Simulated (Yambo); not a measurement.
Sr$_{2}$MoZnO$_{6}$ (space group Fm-3m, No. 225), G0W0@PBEsol in Yambo; all else as in the reference (2×2×2 Γ-centred k mesh, bands 6 to 209 and a 7 Ry block in the screening, 209 bands in G with the Bruneval-Gonze terminator, plasmon pole fitted at 27.2 eV). One parameter is varied: the cutoff of the wavefunctions in Yambo, over 10, 20, 30, 50, 84 Ry.

**Question.** From which value on does the gap L → X stay within 0.05 eV of the largest setting?

**Answer.** From 50 Ry on.
| cutoff of the wavefunctions in Yambo (Ry) | G0W0 gap (eV) | valence shift (eV) |
|---|---|---|
| 10 | 3.47 | 0.03 |
| 20 | 3.35 | -0.09 |
| 30 | 3.53 | -0.38 |
| 50 | 3.69 | -0.57 |
| 84 | 3.70 | -0.58 |
The last step of the sweep still moves the gap by 12 meV; the other settings are held fixed. In the run with 209 bands and a 7 Ry block, which covers more k points, the smallest G0W0 gap is 3.59 eV, X → X.

Spin-orbit coupling is not included.

Geometry of the Materials Project entry, not relaxed at this level; primitive cell a = b = c = 5.6897 Å, α = β = γ = 60.00°.

A shift is the quasiparticle energy of the state minus its PBEsol energy.
